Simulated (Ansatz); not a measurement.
## Profile along the La–Sb line in LaSb (rock salt)

LaSb (rock salt)

Space group Fm-3m (No. 225); a = b = c = 6.4527 Å, α = β = γ = 90.00°

```
atom  site  symmetry       x       y       z
----  ----  --------  ------  ------  ------
La      4a      m-3m  0.0000  0.0000  0.0000
Sb      4b      m-3m  0.5000  0.5000  0.5000
```
(The calculation used a cell of 2 atoms; values per cell refer to that cell.)

Fields along a shortest La–Sb line of a {100} plane (3.23 Å), from La to Sb, interpolated on the slice's grid (step about 0.2 Å). Computed with PBEsol (plane waves to 420 eV, PAW, scalar-relativistic; Ansatz, an electronic-structure program). k mesh 13×13×13. Near the nuclei the fields are pseudised (PAW); where an atom keeps semicore shells as valence, they peak there. LaSb is run without spin polarisation. LaSb was relaxed with its symmetry unable to fall. Spin-orbit coupling is left out, though Sb is heavy.

| distance from La (Å) | valence electron density (e/Å³) | electron localisation function |
|---|---|---|
| 0.00 | 1.35 | x |
| 0.32 | 1.48 | x |
| 0.65 | 1.64 | 0.79 |
| 0.97 | 0.90 | 0.81 |
| 1.29 | 0.31 | 0.34 |
| 1.61 | 0.21 | 0.31 |
| 1.94 | 0.30 | 0.58 |
| 2.26 | 0.63 | 0.40 |
| 2.58 | 2.46 | 0.17 |
| 2.91 | 12.48 | x |
| 3.23 | 23.13 | x |

x: too close to a nucleus for the ELF to mean much.

Density on the La–Sb line (3.23 Å) at its midpoint: 0.21 e/Å³. ELF at that point: 0.31.
